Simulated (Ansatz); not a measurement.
The start is a relaxed Cu cell shaken by Gaussian noise of σ = 0.08 Å a coordinate. Cell shape, volume and atoms are optimised at zero target pressure with r2SCAN (plane waves to 500 eV, PAW, scalar-relativistic; Ansatz, a program for electronic structure). First-step values are on the input's coarse k-mesh.

Ansatz input (later rounds restart from its end on a renewed k-mesh):
Ansatz 0.2 input:
```yaml
crystal:
  lattice:
    - [4.5444901913, 0, 0]
    - [0, 4.5444901913, 0]
    - [0, 0, 4.5444901913]
  atoms:
    - { symbol: Cu, position: [0.2503007815, -0.0132401952, 0.4758093913] }
    - { symbol: Cu, position: [0.7907153297, 0.0061240987, 0.5126229404] }
    - { symbol: Cu, position: [0.0175336751, 0.4978218084, 0.2346577917] }
    - { symbol: Cu, position: [-0.0250716271, 0.500504842, 0.7875804085] }
    - { symbol: Cu, position: [0.4820479677, 0.2432115268, 0.0302473692] }
    - { symbol: Cu, position: [0.5193500083, 0.7389424683, 0.0040127094] }
    - { symbol: Cu, position: [-0.0132444746, -0.0059870563, -0.0272763654] }
    - { symbol: Cu, position: [0.5220913331, 0.4925173767, 0.4845205708] }
basis: { ecutwfc: 500, ecutrho_ratio: 4, xc_grid: 4, fft_grid_basis: typed }
kpoints: { mp_grid: { grid: [7, 7, 7] } }
hamiltonian:
  xc: r2scan
  dispersion: none
  pseudopotentials: { kind: paw }
scf: { occupations: { method: fermi_dirac, width: 0.05 } }
relax: { f_tol: 0.01, max_steps: 100, cell: { stress_tol: 0.02 } }
output: { forces: true, stress: true }
```

### Question
How large is the pressure on the unrelaxed cell, and of which sign?

### Answer
+5.5 GPa (positive: the cell is compressed).

### Question
What is the largest force in the starting geometry, and on which atom (counted from 1)?

### Answer
4.00 eV/Å, on Cu4 (atoms numbered as listed).

### Question
How much energy is released per atom?

### Answer
0.12 eV/atom.

### Question
Is the parent structure recovered?

### Answer
The parent structure is recovered, Pm-3n (No. 223).

### Question
How do the shortest distances between atoms change?

### Answer
The closest pairs of elements (up to four, under 3.6 Å), start → end: Cu–Cu 2.04 → 2.27 Å.

### Question
What band gap does the relaxed structure have at this level?

### Answer
No gap (metallic).

The end point of the relaxation:

Space group Pm-3n (No. 223); a = b = c = 4.5445 Å, α = β = γ = 90.00°

```
atom  site  symmetry       x       y       z
----  ----  --------  ------  ------  ------
Cu      6d     -4m.2  0.0000  0.2500  0.5000
Cu      2a      m-3.  0.0000  0.0000  0.0000
```

Final values are on a 10×10×10 k-mesh of the relaxed cell. No spin polarisation in the result.

The relaxed structure here is a generated cell of Cu: the first start was made by placing the elements on the sites of a structure type, and the end was not matched to a known phase here, so it may be hypothetical. Known forms of Cu include space group No. 225.
